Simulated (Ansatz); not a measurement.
TaGa₃:
Space group I4/mmm (No. 139); a = b = 3.7889 Å, c = 8.6676 Å, α = β = γ = 90.00°

```
atom  site  symmetry       x       y       z
----  ----  --------  ------  ------  ------
Ta      2a     4/mmm  0.0000  0.0000  0.0000
Ga      2b     4/mmm  0.0000  0.0000  0.5000
Ga      4d      -4m2  0.0000  0.5000  0.2500
```
(The calculation used a cell of 4 atoms; values per cell refer to that cell.)

Relaxed at zero pressure with r²SCAN (plane waves, PAW; program Ansatz).

Task: The volume is raised by 6 % and shape and atoms relax at that volume. What pressure results, and how do the axes share the change?

Result: -7.2 GPa; a 1.9 %, b 1.9 %, c 2.1 %; the energy rises by 22 meV/atom.

Task: Give the new structure.

Result: 
Space group I4/mmm (No. 139); a = 3.8597 Å, b = 3.8597 Å, c = 8.8538 Å, α = 90.00°, β = 90.00°, γ = 90.00°

```json
[
 {"atom": "Ta", "site": "2a", "symmetry": "4/mmm", "x": "0.0000", "y": "0.0000", "z": "0.0000"},
 {"atom": "Ga", "site": "2b", "symmetry": "4/mmm", "x": "0.0000", "y": "0.0000", "z": "0.5000"},
 {"atom": "Ga", "site": "4d", "symmetry": "-4m2", "x": "0.0000", "y": "0.5000", "z": "0.2500"}
]
```

The phase is kept; no other phase was compared at this pressure.

The workflow started from an entry of the Crystallography Open Database (COD, 293 K). Whether it is the stable phase at ambient conditions was not checked. The r²SCAN relaxation kept the symmetry of its start; its stability against distortions is not shown here. No spin polarisation was allowed. Axis ratios of metals converge slowly with the k-mesh, so a and c are less sure than the volume. Spin–orbit coupling is left out wherever it is not named.

Potentials: the later of the program's two PAW sets.
